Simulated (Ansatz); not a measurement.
Relaxed-ion elastic tensor of C₈H₄N₆PtZn in space group Pmmm (No. 47; Pearson symbol oP20) in GPa (Voigt order), DFT-r²SCAN+D4 in the program Ansatz with PAW potentials; density 1.89 g/cm³, 19.52 Å³ per atom.

```
41.4  18.6  17.5   0.0   0.0   0.0
18.6  64.6  54.2   0.0   0.0   0.0
17.5  54.2  62.2   0.0   0.0   0.0
 0.0   0.0   0.0  25.8   0.0   0.0
 0.0   0.0   0.0   0.0  -0.5   0.0
 0.0   0.0   0.0   0.0   0.0   0.0
```

Q: Is the crystal mechanically stable?

A: On the edge, within the error: the smallest eigenvalue of C is -0.5 GPa.

The cell is a constructed one: a structure type filled with these elements; neither database checked (COD, Materials Project) lists it. Its standing as an ambient phase is unchecked. The cell was relaxed with r²SCAN+D4 under the symmetry of its start; whether a distortion lowers the energy is not shown. No spin polarisation was allowed. Scalar-relativistic: spin–orbit coupling is off unless named, which matters more the heavier the elements.

Potentials: the later of the program's two PAW sets.
